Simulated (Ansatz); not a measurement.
The start is a generated cell, WS2 placed in the AFLOW prototype A2B_tI6_139_d_a (L\'2). The cell and all atomic positions are relaxed at zero pressure with PBEsol (plane waves to 420 eV, PAW, scalar-relativistic; Ansatz, a first-principles code). The first steps use a coarse 7×7×7 k-mesh.

Initial structure:
```
CELL_PARAMETERS angstrom
     -2.23442     2.23442     2.74125
      2.23442    -2.23442     2.74125
      2.23442     2.23442    -2.74125
ATOMIC_POSITIONS crystal
  S  0.75000 0.25000 0.50000
  S  0.25000 0.75000 0.50000
  W  0.00000 0.00000 0.00000
```

Problem. What pressure does the first self-consistent step give?

Solution. -16 GPa (negative: the cell is under tension).

Problem. What symmetry does the relaxed structure have?

Solution. The space group goes from I4/mmm (No. 139) to Fm-3m (No. 225); the end is fluorite type, with 3 atoms in the primitive magnetic cell.

Problem. By how much does the energy per atom fall from start to end?

Solution. 0.19 eV/atom.

Problem. How does the volume per atom move from start to end?

Solution. -8.9 %, from 18.25 to 16.62 Å³/atom.

Problem. The last rounds were run with spin polarisation. What moments result?

Solution. Net 0.51 μB/atom, ferromagnetic.

Problem. Write out the relaxed structure.

Solution. 
Space group Fm-3m (No. 225); a = b = c = 5.8431 Å, α = β = γ = 90.00°

```csv
atom,site,symmetry,x,y,z
S,8c,-43m,0.2500,0.2500,0.2500
W,4a,m-3m,0.0000,0.0000,0.0000
```
(The calculation used a cell of 3 atoms; values per cell refer to that cell.)

Final values are on a 14×14×14 k-mesh of the relaxed cell. The first round had no spin; a later round switched it on. Spin state reached: ferromagnetic (net 0.51 μB/atom); other spin orders were not run from this start.

The run could not lose the symmetry of its start: the end is stationary, and may be a saddle point rather than a minimum.

All atoms sit on sites fixed by symmetry, so only the cell could relax.

The relaxed structure here is a generated cell of WS2: the first start was made by placing the elements on the sites of a structure type, and the end was not matched to a known phase here, so it may be hypothetical. Known forms of WS2 include space group No. 194.
